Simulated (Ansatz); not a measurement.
Total density of states per atom from PBEsol (plane waves, PAW; program Ansatz), in 0.25 eV bins, energy from the Fermi level:

```
E (eV) | states/eV/atom
    -7.85 | # 0.05
    -7.60 | # 0.07
    -7.35 | # 0.08
    -7.10 | ## 0.10
    -6.85 | ## 0.11
    -6.60 | ## 0.12
    -6.35 | ### 0.14
    -6.10 | ### 0.17
    -5.85 | ######### 0.47
    -5.60 | ################ 0.85
    -5.35 | ################ 0.85
    -5.10 | #################### 1.04
    -4.85 | ####################### 1.22
    -4.60 | ######################## 1.25
    -4.35 | #################### 1.05
    -4.10 | ############## 0.75
    -3.85 | ########################## 1.36
    -3.60 | #################### 1.06
    -3.35 | #################### 1.05
    -3.10 | ####################### 1.21
    -2.85 | ########################### 1.45
    -2.60 | ############# 0.69
    -2.35 | ################### 0.98
    -2.10 | ############################ 1.49
    -1.85 | ####################### 1.21
    -1.60 | #################### 1.04
    -1.35 | ############################## 1.59
    -1.10 | ############################ 1.49
    -0.85 | ############################ 1.47
    -0.60 | ############################# 1.54
    -0.35 | ####################### 1.21
    -0.10 | ################ 0.87
     0.15 | ############ 0.66
     0.40 | ############# 0.70
     0.65 | ############## 0.74
     0.90 | ############# 0.71
     1.15 | ############# 0.71
     1.40 | ############## 0.74
     1.65 | ############## 0.74
     1.90 | ############# 0.69
     2.15 | ############ 0.64
     2.40 | ################ 0.87
     2.65 | ################### 1.00
     2.90 | ############## 0.73
     3.15 | ############### 0.79
     3.40 | ################### 1.01
     3.65 | #################### 1.05
     3.90 | ######################## 1.29
     4.15 | ############# 0.66
     4.40 | ###### 0.34
     4.65 | ###### 0.32
```

Problem. Which of these materials gives this?
A. Ru, diamond
B. W, Fd-3m (W on 8a, W on 16d)
C. RuW, P-6m2 (Ru on 1b, W on 1e)
D. BW2, I4/mcm (B on 4a, W on 8h)

Solution. C, RuW, P-6m2 (Ru on 1b, W on 1e). Within 0.5 eV of the Fermi level: W 5d 45 %, Ru 4d 42 %. Projections are on Löwdin-orthogonalised atomic valence shells; empty p or d shells of many metals are not among them.

The workflow started from a Materials Project entry (that database holds measured and hypothetical structures alike); the Crystallography Open Database copy checked does not list it. With Ru and W taken as one species the cell has the higher symmetry P6_3/mmc, so it may be an ordered model of a mixed-site phase. Whether it is the stable phase at ambient conditions was not checked. The cell was relaxed with PBEsol under the symmetry of its start; whether a distortion lowers the energy is not shown. No spin polarisation was allowed. Spin–orbit coupling is left out wherever it is not named.

Potentials: the later of the program's two PAW sets.
